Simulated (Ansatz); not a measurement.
GaSn2N:
```
GaSn2N
1.0
    1.89907     1.09643     6.97345
   -1.89907     1.09643     6.97345
    0.00000    -2.19286     6.97345
Ga N Sn
1 1 2
Direct
  0.02696   0.02696   0.02696
  0.12013   0.12013   0.12013
  0.48189   0.48189   0.48189
  0.62105   0.62105   0.62105
```

Relaxed with PBEsol.

Question: Which orbitals make up the states near the Fermi level in PBEsol in the plane-wave PAW code Ansatz?

Answer: Within 0.5 eV of the Fermi level: Sn 5p 42 %, Ga 4p 19 %, N 2p 15 %, Sn 5s 13 %, N 2s 5 %. Projections are on Löwdin-orthogonalised atomic valence shells; empty p or d shells of many metals are not among them.

Question: Tabulate the density of states.

Answer: States/eV per cell of 4 atoms, in 0.25 eV bins, energy from the Fermi level.

```tsv
E (eV)	total	Sn 5p	N 2p	Ga 4p
-7.85	1.57	0.23	0.38	0.17
-7.60	3.19	0.50	0.75	0.21
-7.35	1.69	0.26	0.32	0.15
-7.10	0.95	0.15	0.17	0.10
-6.85	0.41	0.07	0.07	0.04
-6.60	0.18	0.05	0.04	0.01
-6.35	0.80	0.19	0.20	0.06
-6.10	1.16	0.24	0.32	0.09
-5.85	2.02	0.43	0.70	0.16
-5.60	1.82	0.38	0.76	0.13
-5.35	2.22	0.43	1.04	0.16
-5.10	1.45	0.32	0.75	0.09
-4.85	1.17	0.31	0.68	0.06
-4.60	1.43	0.37	0.88	0.08
-4.35	1.81	0.46	1.15	0.12
-4.10	2.05	0.63	1.05	0.25
-3.85	3.44	1.18	1.49	0.46
-3.60	2.39	0.76	1.09	0.25
-3.35	1.48	0.61	0.42	0.21
-3.10	1.49	0.68	0.31	0.27
-2.85	1.32	0.59	0.30	0.22
-2.60	1.26	0.58	0.30	0.20
-2.35	1.26	0.63	0.29	0.20
-2.10	1.59	0.89	0.31	0.25
-1.85	1.08	0.53	0.17	0.20
-1.60	1.01	0.47	0.15	0.19
-1.35	0.92	0.43	0.12	0.19
-1.10	0.91	0.41	0.11	0.19
-0.85	1.50	0.62	0.18	0.24
-0.60	1.33	0.55	0.19	0.24
-0.35	1.21	0.50	0.19	0.22
-0.10	2.02	0.84	0.32	0.37
0.15	2.17	0.94	0.31	0.43
0.40	2.25	0.90	0.33	0.43
0.65	1.83	0.71	0.25	0.35
0.90	1.91	0.73	0.28	0.34
1.15	1.71	0.68	0.24	0.30
1.40	1.64	0.69	0.25	0.26
1.65	1.62	0.72	0.26	0.23
1.90	2.25	1.04	0.36	0.28
2.15	2.81	1.39	0.37	0.31
2.40	2.47	1.23	0.33	0.24
2.65	1.22	0.61	0.17	0.11
2.90	1.13	0.62	0.16	0.09
3.15	0.97	0.51	0.11	0.12
3.40	1.40	0.66	0.17	0.23
3.65	2.73	1.23	0.39	0.37
3.90	1.83	0.84	0.15	0.31
4.15	3.07	1.47	0.30	0.55
4.40	3.42	1.53	0.31	0.77
4.65	2.48	0.98	0.20	0.64
```

Space group R3m. The start of the workflow was typed in or built on a structure type; neither database checked (COD, Materials Project) lists it. Its standing as an ambient phase is unchecked. Symmetry was held in the PBEsol relaxation; its stability against distortions is not shown here. The volume moved by 21 % from the start of the relaxation. Its formation energy is positive at this level, so the cell may be metastable or incomplete. Scalar-relativistic: spin–orbit coupling is off unless named, which matters more the heavier the elements.

Potentials: the earlier of the program's two PAW sets. The files were generated under PBE; for other functionals the program regenerates the frozen cores, and for LDA and PBEsol the local potential too.
